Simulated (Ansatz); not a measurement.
LiF:
```yaml
crystal:
  lattice:
    - [0.00000, 1.95376, 1.95376]
    - [1.95376, 0.00000, 1.95376]
    - [1.95376, 1.95376, 0.00000]
  atoms:
    - { symbol: Li, position: [0.00000, 0.00000, 0.00000] }
    - { symbol: F, position: [0.50000, 0.50000, 0.50000] }
```

Tensor components refer to the Cartesian frame of this cell.

Give the high-frequency dielectric tensor and the Born effective charge tensors of the independent atoms from DFPT, plane-wave PAW LDA (Ansatz code).


ε∞:
```
2.12  0.00  0.00
0.00  2.12  0.00
0.00  0.00  2.12
```
Z* of atom 1 (Li), rows: field, columns: displacement, in e:
```
1.04  0.00  0.00
0.00  1.04  0.00
0.00  0.00  1.04
```
Z* of atom 2 (F), rows: field, columns: displacement, in e:
```
-1.04   0.00   0.00
 0.00  -1.04   0.00
 0.00   0.00  -1.04
```

Space group Fm-3m (rock salt). Symmetry was held in the LDA relaxation.

Potentials: the earlier of the program's two PAW sets. The files were generated under PBE; for other functionals the program regenerates the frozen cores, and for LDA and PBEsol the local potential too.
